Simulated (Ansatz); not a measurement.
A: SiC (zinc blende), a = 4.356 Å, b = 4.356 Å, c = 4.356 Å, α = 90.00°, β = 90.00°, γ = 90.00°
B: CsBr (CsCl type), a = 4.324 Å, b = 4.324 Å, c = 4.324 Å, α = 90.00°, β = 90.00°, γ = 90.00°
C: Ta (bcc, W type), a = b = c = 3.3048 Å, α = β = γ = 90.00°

Scan: energy over volume and axial ratio (atoms clamped). One method and one kind of scan serve all of them; meshes and ranges differ. All were relaxed with their symmetry unable to fall. Spin-orbit coupling is left out. Ta is run without spin polarisation.

**Question.** Order them by shear modulus C′ = (C11 − C12)/2 (fitted) (highest first) at the level r2SCAN (plane waves to 500 eV, PAW, scalar-relativistic; Ansatz, a first-principles code).

**Answer.** A (140 GPa), C (62 GPa), B (11 GPa)

(Under strain, the slope of the energy per volume gives the stress and its curvature an elastic modulus.)
